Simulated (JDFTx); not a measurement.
Os(1 0 -1 0) slab cut from bulk Os (space group P6_3/mmc, indices of the conventional cell, lattice of the Materials Project entry mp-49, not re-optimised): 6 atoms in 6 planes, a 1x1 cell of 11.88 Å² (|a| = 2.746, |b| = 4.326 Å), 5.3 Å between the outermost planes, cell height 21.5 Å, 8×6×1 k mesh, Fermi smearing 0.01 Ha, no spin polarisation.

Profiles through the double layer of this slab, charged, in CANDLE, water, 2 M NaF; PBE, GBRV ultrasoft potentials, plane waves to 20/100 Ha, a modified build of JDFTx. z is the height above the outermost atoms, φ the plane-averaged electrostatic potential energy of an electron (zero in the bulk liquid), ρ_b the bound charge of solvent and ions, s the cavity shape function (0 in the solid, 1 in the liquid).

| z (Å) | n (e/Å³) | s | φ (eV) | ρ_b (10⁻³ e/Å³) |
|---|---|---|---|---|
| 0.91 | 0.1869 | 0.00 | -4.209 | -0.03 |
| 1.36 | 0.0477 | 0.00 | -1.950 | -1.46 |
| 1.81 | 0.0123 | 0.00 | -0.586 | -11.14 |
| 2.25 | 0.0030 | 0.09 | -0.122 | -7.51 |
| 2.70 | 0.0007 | 0.33 | -0.061 | -0.51 |
| 3.15 | 0.0002 | 0.62 | -0.042 | -0.05 |
| 3.60 | 0.0000 | 0.88 | -0.032 | -0.04 |
| 4.04 | 0.0000 | 0.99 | -0.026 | -0.03 |
| 4.49 | 0.0000 | 1.00 | -0.021 | -0.02 |
| 4.94 | 0.0000 | 1.00 | -0.017 | -0.02 |
| 5.39 | 0.0000 | 1.00 | -0.014 | -0.02 |
| 5.84 | 0.0000 | 1.00 | -0.011 | -0.01 |
| 6.28 | 0.0000 | 1.00 | -0.009 | -0.01 |
| 6.73 | 0.0000 | 1.00 | -0.007 | -0.01 |
| 7.18 | 0.0000 | 1.00 | -0.006 | -0.01 |
| 7.63 | 0.0000 | 1.00 | -0.005 | -0.01 |

Task: Is the electrode positively or negatively charged, and roughly by how much?

Result: Positively: σ = 15.0 μC/cm² per face. The liquid's bound charge is of the opposite sign overall, and far from the surface φ decays with the screening length (2.1 Å).
